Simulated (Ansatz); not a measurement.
ZnCdS2:
```
ZnCdS2
1.0
    3.93411     0.00000     0.00000
   -1.96706     3.40704     0.00000
    0.00000     0.00000     6.52299
Zn Cd S
1 1 2
Direct
  0.00000   0.00000   0.99925
  0.33333   0.66667   0.50697
  0.33333   0.66667   0.89173
  0.00000   0.00000   0.35404
```

DFT-PBEsol in the program Ansatz with PAW potentials gives a gap of 1.33 eV without spin–orbit coupling, maximum at Γ, minimum at Γ.

Q: What happens when spin–orbit coupling is switched on?

A: The gap drops by 0.02 eV, to 1.31 eV; maximum at Γ, minimum at Γ.

Q: Give the electron effective mass with spin–orbit coupling.

A: 0.14, 0.15, 0.15 mₑ (principal values).

Q: Give the hole effective mass with spin–orbit coupling.

A: 0.29, 0.29, 1.8 mₑ (principal values).

Space group P3m1. The workflow started from a Materials Project entry (that database holds measured and hypothetical structures alike); the Crystallography Open Database copy checked does not list it. Its standing as an ambient phase is unchecked. Symmetry was held in the PBEsol relaxation; of distortions, only those at the zone centre were tested.

Potentials: the later of the program's two PAW sets.
